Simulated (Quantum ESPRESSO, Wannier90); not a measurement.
**Tight-binding from DFT: CsSnI₃ (cubic perovskite)**

Cell from Materials Project (mp-614013), symmetrised, no further relaxation. COD (Crystallography Open Database) records the formula in this space group. Ideal cubic forms of this type are often high-temperature phases that distort on cooling; symmetry holds the cell here, and its stability was not tested. Method: LDA plane waves in Quantum ESPRESSO 7.5 (PseudoDojo norm-conserving files, 58 Ry, no spin polarisation, no spin-orbit coupling), Bloch states on a 6×6×6 mesh through Γ, Wannier90 4.0.1. Density: 6×6×6 mesh, Gaussian smearing 0.01 Ry. Spin-orbit coupling is left out although heavy elements are present.

On the energy scale of pw.x, whose zero is arbitrary, the valence-band maximum lies at 3.40 eV.

Input w.win:

```
num_bands = 3
num_wann = 3
exclude_bands = 1-6,10-36
num_iter = 1000
conv_tol = 1.0e-6
conv_window = 4
write_hr = true
write_u_matrices = true
auto_projections = true
begin unit_cell_cart
ang
    6.2862300000    0.0000000000    0.0000000000
    0.0000000000    6.2862300000    0.0000000000
    0.0000000000    0.0000000000    6.2862300000
end unit_cell_cart
begin atoms_frac
Cs   0.5000000000  0.5000000000  0.5000000000
Sn   0.0000000000  0.0000000000  0.0000000000
I    0.5000000000  0.0000000000  0.0000000000
I    0.0000000000  0.5000000000  0.0000000000
I    0.0000000000  0.0000000000  0.5000000000
end atoms_frac
mp_grid = 6 6 6
begin kpoints
0.0000000000 0.0000000000 0.0000000000
0.0000000000 0.0000000000 0.1666666667
0.0000000000 0.0000000000 0.3333333333
... (213 more lines: the 6x6x6 mesh through Gamma)
end kpoints
```

Input of pw2wannier90.x that gives the overlap and projection files (equivalent; here they were cut from one run over all bands):

```
&inputpp
  outdir = './out'
  prefix = 'pwscf'
  seedname = 'w'
  write_amn = .true.
  write_mmn = .true.
  atom_proj = .true.
  atom_proj_exclude = 1 2 3 4 5 6 7 8 9 10 11 12 13 14 16 17 18 20 21 22 24 25 26
/
```

Output w.wout (banner and timings cut):

```
                                    ------
                                    SYSTEM
                                    ------

                              Lattice Vectors (Ang)
                    a_1     6.286230   0.000000   0.000000
                    a_2     0.000000   6.286230   0.000000
                    a_3     0.000000   0.000000   6.286230

                   Unit Cell Volume:     248.41099  (Ang^3)

                        Reciprocal-Space Vectors (Ang^-1)
                    b_1     0.999516   0.000000   0.000000
                    b_2     0.000000   0.999516   0.000000
                    b_3     0.000000   0.000000   0.999516

 *----------------------------------------------------------------------------*
 |   Site       Fractional Coordinate          Cartesian Coordinate (Ang)     |
 +----------------------------------------------------------------------------+
 | cs   1   0.50000   0.50000   0.50000   |    3.14311   3.14311   3.14311    |
 | sn   1   0.00000   0.00000   0.00000   |    0.00000   0.00000   0.00000    |
 | i    1   0.50000   0.00000   0.00000   |    3.14311   0.00000   0.00000    |
 | i    2   0.00000   0.50000   0.00000   |    0.00000   3.14311   0.00000    |
 | i    3   0.00000   0.00000   0.50000   |    0.00000   0.00000   3.14311    |
 *----------------------------------------------------------------------------*
                                ------------
                                K-POINT GRID
                                ------------

             Grid size =  6 x  6 x  6      Total points =  216

 *---------------------------------- MAIN ------------------------------------*
 |  Number of Wannier Functions               :                 3             |
 |  Number of Objective Wannier Functions     :                 3             |
 |  Number of input Bloch states              :                 3             |
 |  Output verbosity (1=low, 5=high)          :                 1             |
 |  Timing Level (1=low, 5=high)              :                 1             |
 |  Optimisation (0=memory, 3=speed)          :                 3             |
 |  Length Unit                               :               Ang             |
 |  Post-processing setup (write *.nnkp)      :                 F             |
 |  Using Gamma-only branch of algorithms     :                 F             |
 *----------------------------------------------------------------------------*
 *------------------------------- WANNIERISE ---------------------------------*
 |  Total number of iterations                :              1000             |
 |  Number of CG steps before reset           :                 5             |
 |  Trial step length for line search         :             2.000             |
 |  Convergence tolerence                     :         0.100E-05             |
 |  Convergence window                        :                 4             |
 |  Iterations between writing output         :                 1             |
 |  Iterations between backing up to disk     :               100             |
 |  Write r^2_nm to file                      :                 F             |
 |  Write xyz WF centres to file              :                 F             |
 |  Write on-site energies <0n|H|0n> to file  :                 F             |
 |  Use guiding centre to control phases      :                 F             |
 |  Use phases for initial projections        :                 F             |
 *----------------------------------------------------------------------------*
 *-------------------------------- PLOTTING ----------------------------------*
 |  Plotting Hamiltonian in WF basis          :                 T             |
 *----------------------------------------------------------------------------*

       ... (k-mesh section left out)

 Starting a new Wannier90 calculation ...

 Reading overlaps from w.mmn

 Reading projections from w.amn

 *------------------------------- WANNIERISE ---------------------------------*
 +--------------------------------------------------------------------+<-- CONV
 | Iter  Delta Spread     RMS Gradient      Spread (Ang^2)            |<-- CONV
 +--------------------------------------------------------------------+<-- CONV

 ------------------------------------------------------------------------------
 Initial State
  WF centre and spread    1  (  3.143115, -0.000000, -0.000000 )     1.41308133
  WF centre and spread    2  (  0.000000,  3.143115,  0.000000 )     1.41308133
  WF centre and spread    3  ( -0.000000,  0.000000,  3.143115 )     1.41308132
  Sum of centres and spreads (  3.143115,  3.143115,  3.143115 )     4.23924398

      0     0.424E+01     0.0000000000        4.2392439634  <-- CONV
        O_D=      0.0000000 O_OD=      0.0059098 O_TOT=      4.2392440 <-- SPRD
 ------------------------------------------------------------------------------
      1    -0.835E-06     0.0011164691        4.2392431286  <-- CONV
        O_D=      0.0000000 O_OD=      0.0059090 O_TOT=      4.2392431 <-- SPRD
      2    -0.473E-09     0.0000394061        4.2392431281  <-- CONV
        O_D=      0.0000000 O_OD=      0.0059090 O_TOT=      4.2392431 <-- SPRD
      3    -0.173E-10     0.0000089651        4.2392431281  <-- CONV
        O_D=      0.0000000 O_OD=      0.0059090 O_TOT=      4.2392431 <-- SPRD
      4    -0.684E-13     0.0000049666        4.2392431281  <-- CONV
        O_D=      0.0000000 O_OD=      0.0059090 O_TOT=      4.2392431 <-- SPRD
             <<<     Delta < 1.000E-06  over  4 iterations     >>>
             <<< Wannierisation convergence criteria satisfied >>>
 Final State
  WF centre and spread    1  (  3.143115, -0.000000, -0.000000 )     1.41308105
  WF centre and spread    2  (  0.000000,  3.143115,  0.000000 )     1.41308105
  WF centre and spread    3  ( -0.000000,  0.000000,  3.143115 )     1.41308105
  Sum of centres and spreads (  3.143115,  3.143115,  3.143115 )     4.23924314

         Spreads (Ang^2)       Omega I      =     4.233334146
        ================       Omega D      =     0.000000000
                               Omega OD     =     0.005908982
    Final Spread (Ang^2)       Omega Total  =     4.239243128
```
